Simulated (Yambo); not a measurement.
A BSE run in Yambo for LiBr (wurtzite, space group P6_3mc, No. 186) under isotropic strain of +1 % on all lattice vectors (PBEsol bands; 9×9×4 mesh, 6 valence and 4 conduction bands, static screening with 46 bands and a 4 Ry block, scissor 2.57 eV, Tamm-Dancoff; field along x) gives:

```tsv
state	energy (eV)	states within 2 meV	relative strength	class
1	6.60	1	< 0.01	dark
2	6.68	2	1.00	strong
3	6.94	2	< 0.01	dark
4	7.03	1	< 0.01	dark
5	7.11	2	0.29	strong
```

Axes are Cartesian, with cell vectors (Å) (4.18, 0.00, 0.00), (-2.09, 3.62, 0.00), (0.00, 0.00, 6.68).

Problem. What changes when the light is polarised along z instead?

Solution. The energies stay; the strengths change. The first strong state is now at 6.60 eV instead of 6.68 eV.
| state | energy (eV) | states within 2 meV | relative strength | class |
|---|---|---|---|---|
| 1 | 6.60 | 1 | 1.00 | strong |
| 2 | 6.68 | 2 | < 0.01 | dark |
| 3 | 6.94 | 2 | < 0.01 | dark |
| 4 | 7.03 | 1 | 0.29 | strong |
| 5 | 7.11 | 2 | < 0.01 | dark |
Each run's strengths are scaled to its own strongest state. These are vertical excitations (zero momentum). The scissor comes from a G0W0 run whose convergence isn't established.

Spin-orbit coupling is not included.

Geometry strained from the cell relaxed with PBEsol, atoms relaxed again; primitive cell a = b = 4.1760 Å, c = 6.6809 Å, α = β = 90.00°, γ = 120.00°.

This is not the ordinary phase of the substance; no match was found in the copy of COD used, and its stability was not checked.
